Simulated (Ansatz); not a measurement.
Zr2GeB2:
Space group P-6m2 (No. 187); a = 3.202 Å, b = 3.202 Å, c = 7.878 Å, α = 90.00°, β = 90.00°, γ = 120.00°

| atom | site | symmetry | x | y | z |
|---|---|---|---|---|---|
| Zr | 2h | 3m. | 0.3333 | 0.6667 | 0.2833 |
| Ge | 1a | -6m2 | 0.0000 | 0.0000 | 0.0000 |
| B | 1b | -6m2 | 0.0000 | 0.0000 | 0.5000 |
| B | 1f | -6m2 | 0.6667 | 0.3333 | 0.5000 |

Relaxed at zero pressure with DFT-r²SCAN in the program Ansatz with PAW potentials.

Question: The volume is raised by 6 % and shape and atoms relax at that volume. What pressure results, and how do the axes share the change?

Answer: -8.7 GPa; a 2.0 %, b 2.0 %, c 1.9 %; the energy rises by 24 meV/atom.

Question: Give the new structure.

Answer: 
Space group P-6m2 (No. 187); a = 3.266 Å, b = 3.266 Å, c = 8.029 Å, α = 90.00°, β = 90.00°, γ = 120.00°

| atom | site | symmetry | x | y | z |
|---|---|---|---|---|---|
| Zr | 2h | 3m. | 0.3333 | 0.6667 | 0.2857 |
| Ge | 1a | -6m2 | 0.0000 | 0.0000 | 0.0000 |
| B | 1b | -6m2 | 0.0000 | 0.0000 | 0.5000 |
| B | 1f | -6m2 | 0.6667 | 0.3333 | 0.5000 |

The phase is kept; no other phase was compared at this pressure.

The start of the workflow was typed in or built on a structure type; neither database checked (COD, Materials Project) lists it. Whether it is the stable phase at ambient conditions was not checked. The cell was relaxed with r²SCAN under the symmetry of its start; whether a distortion lowers the energy is not shown. The run is not spin-polarised.

Potentials: the earlier of the program's two PAW sets. The files were generated under PBE; for other functionals the program regenerates the frozen cores, and for LDA and PBEsol the local potential too.
